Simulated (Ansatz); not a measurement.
ZrO2:
Space group P2₁/c (No. 14); a = 5.1276 Å, b = 5.2116 Å, c = 5.2956 Å, α = γ = 90.00°, β = 99.60°

```tsv
atom	site	symmetry	x	y	z
Zr	4e	1	0.2772	0.0433	0.2095
O	4e	1	0.0700	0.3366	0.3413
O	4e	1	0.5514	0.2577	0.0205
```

Relaxed with PBEsol. PBEsol (plane waves, PAW; program Ansatz) gives a gap of 3.60 eV.

Q: What gap does HSE06 give on the same cell (Ansatz, PAW)?

A: 5.22 eV, 1.62 eV more. The hybrid was solved on a coarser mesh and at special points; its gap is the smallest among all of these.

| k | v1 PBEsol | c1 PBEsol | v1 HSE06 | c1 HSE06 |
|---|---|---|---|---|
| Γ | 0.00 | 3.99 | … | … |
| Z | -0.41 | 4.50 | -0.47 | 6.17 |
| B | -0.45 | 4.24 | … | … |
| Y2 | -0.08 | 3.60 | -0.08 | 5.22 |
| C2 | -0.58 | 4.29 | … | … |
| D | -0.62 | 4.35 | -0.68 | 6.03 |
| A | -0.45 | 3.83 | -0.48 | 5.47 |
| E | -0.67 | 4.09 | … | … |

Q: Top valence (v1) and lowest conduction level (c1) in eV from each method's valence maximum (which need not be a listed point): supply the withheld HSE06 values.

A: 
- B, v1 HSE06: -0.49
- B, c1 HSE06: 5.89
- E, v1 HSE06: -0.73
- E, c1 HSE06: 5.74
- Γ, v1 HSE06: 0.00
- Γ, c1 HSE06: 5.64
- C2, v1 HSE06: -0.64
- C2, c1 HSE06: 5.91

Cost on shared cores: the PBEsol run (SCF on a 6×6×6 mesh, then bands and DOS) about 110 core-seconds (a rough figure), the HSE06 run (SCF on 3×3×3, then a few points) about 2.4 core-minutes (a rough figure); the tasks are unlike.

Space group P2_1/c. Symmetry was held in the PBEsol relaxation. The run is not spin-polarised. Scalar-relativistic: spin–orbit coupling is off unless named, which matters more the heavier the elements.

Potentials: the earlier of the program's two PAW sets.
